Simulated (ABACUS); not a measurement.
ABACUS run on Au (Fm-3m, 1 atom in the cell; from Materials Project mp-81, changed as shown): self-consistent single point.

Method: PBE, numerical atomic orbitals TZDP (confined pseudo-atomic orbitals with Gaussian additions; energy shift 0.01 Ry), PseudoDojo 0.5 standard norm-conserving PBE (tails mended) pseudopotentials run with ABACUS.

The change in words: lattice scaled by 1.015. Reference geometry (Fm-3m):
```yaml
crystal:
  lattice:
    - [0.00000, 2.08564, 2.08564]
    - [2.08564, 0.00000, 2.08564]
    - [2.08564, 2.08564, 0.00000]
  atoms:
    - { symbol: Au, position: [0.00000, 0.00000, 0.00000] }
```

Reference input (self-consistent single point, DFT, PBE, numerical atomic orbitals TZDP (confined pseudo-atomic orbitals with Gaussian additions; energy shift 0.01 Ry), PseudoDojo 0.5 standard norm-conserving PBE (tails mended) pseudopotentials): basis = TZDP numerical atomic orbitals, energy shift 0.01 Ry; KPT = Gamma 18 18 18 0 0 0; basis_type = lcao; dft_functional = PBE; ecutwfc = 100 Ry; smearing_method = fd; smearing_sigma = 0.00734986 Ry; potentials = PseudoDojo 0.5 standard norm-conserving PBE (tails mended); symmetry = 1; symmetry_prec = 1e-05; ks_solver = genelpa; scf_nmax = 100. This run's input differs from it in these lines:

```diff
@@ -31,5 +31,5 @@
 LATTICE_VECTORS
-   0.0000000000    2.0856450000    2.0856450000
-   2.0856450000    0.0000000000    2.0856450000
-   2.0856450000    2.0856450000    0.0000000000
+   0.0000000000    2.1169300000    2.1169300000
+   2.1169300000    0.0000000000    2.1169300000
+   2.1169300000    2.1169300000    0.0000000000
```

The program printed (abridged):

```
 SELF-CONSISTENT
 -------------------------------------------

                  longest orb rcut (Bohr) = 6.9
   longest nonlocal projector rcut (Bohr) = 1.62
                     search radius (Bohr) = 17

                          real space grid = [ 40, 40, 40 ]
                                 init_chg = atomic

 LCAO ALGORITHM --------------- ION=   1  ELEC=   1--------------------------------

 Density error is 0.0453842540944
 E_KohnSham     -296.3688303619      -4032.3048025179
 E_Fermi        1.3594212688         18.4958752377

 LCAO ALGORITHM --------------- ION=   1  ELEC=   2--------------------------------

   [... lines left out ...]

   [... 4 blocks of this kind left out ...]

 LCAO ALGORITHM --------------- ION=   1  ELEC=   7--------------------------------

 Density error is 1.75019830203e-07
 E_KohnSham     -296.3900021752      -4032.5928598150
 E_Fermi        1.3097243074         17.8197133895

 LCAO ALGORITHM --------------- ION=   1  ELEC=   8--------------------------------

 Density error is 1.73172447797e-08
 E_KohnSham     -296.3900021751      -4032.5928598133
 E_KS(sigma->0) -296.3896588936      -4032.5881892293
 E_entropy(-TS) -0.0006865629        -0.0093411679
 E_Fermi        1.3097244914         17.8197158930
 charge density convergence is achieved
 final etot is -4032.5928598 eV
 EFERMI = 17.819715893 eV

 STATE ENERGY(eV) AND OCCUPATIONS    NSPIN == 1
   [... 17 lines left out ...]

 TOTAL-FORCE (eV/Angstrom)
                       Au1         0.0000000000         0.0000000000         0.0000000000

 TOTAL-STRESS (KBAR)
       -63.1607624643         0.0000000000         0.0000000000
        -0.0000000000       -63.1607624643         0.0000000000
        -0.0000000000         0.0000000000       -63.1607624643
 TOTAL-PRESSURE: -63.160762 KBAR

 --------------------------------------------
 !FINAL_ETOT_IS -4032.5928598132913976 eV
 --------------------------------------------
```

The run converged in 8 iterations. Against the reference run the free energy rises by 20.7 meV/atom and the pressure goes from -1.31 to -6.32 GPa.

The atom-centred basis is finite, which shifts total energies and pressures against plane waves. This run is one point of a test of settings, so its values need not be converged; read them against the reference run alone. The structure comes from a collection of computed structures, made at another level of theory; the collection holds predicted forms beside known ones.

Cost on one core: roughly 18 core-seconds.

The atomic orbitals were generated for these runs; they are not ABACUS's published sets and were checked against plane waves on a few crystals only.

“Tails mended”: in these copies of the files the far tail of each local potential was reset to the Coulomb form.
